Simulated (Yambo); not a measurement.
Rb$_{2}$ScAgF$_{6}$: sweep of GW parameters

G0W0@PBEsol for Rb$_{2}$ScAgF$_{6}$ (space group Fm-3m, No. 225) in Yambo. Reference settings: 2×2×2 Γ-centred k mesh, bands 6 to 346 and a 8 Ry block in the screening, 346 bands in G with the Bruneval-Gonze terminator, plasmon pole fitted at 27.2 eV. The PBEsol gap L → Γ on this mesh is 3.14 eV; G0W0 gaps are taken between the same points.

| change from the reference | G0W0 gap L → Γ (eV) | shift of the valence edge (eV) |
|---|---|---|
| reference settings | 6.46 | -2.14 |
| 224 bands in W, 224 bands in G | 6.50 | -2.08 |
| 224 bands in G | 6.46 | -2.14 |
| 164 bands in W | 6.56 | -2.02 |
| 2 Ry block | 6.82 | -2.61 |
| 7 Ry block | 6.42 | -2.12 |
| 134 bands in G, no terminator | 6.13 | -1.47 |
| 224 bands in G, no terminator | 6.17 | -1.69 |

The reference isn't shown to be the converged limit.

Spin-orbit splittings are left out.

Geometry of the Materials Project entry, not relaxed at this level; primitive cell a = b = c = 6.3541 Å, α = β = γ = 60.00°.

The structure is a Materials Project entry; no match was found in the copy of COD used, and its stability was not checked.

A shift is the quasiparticle energy of the state minus its PBEsol energy.
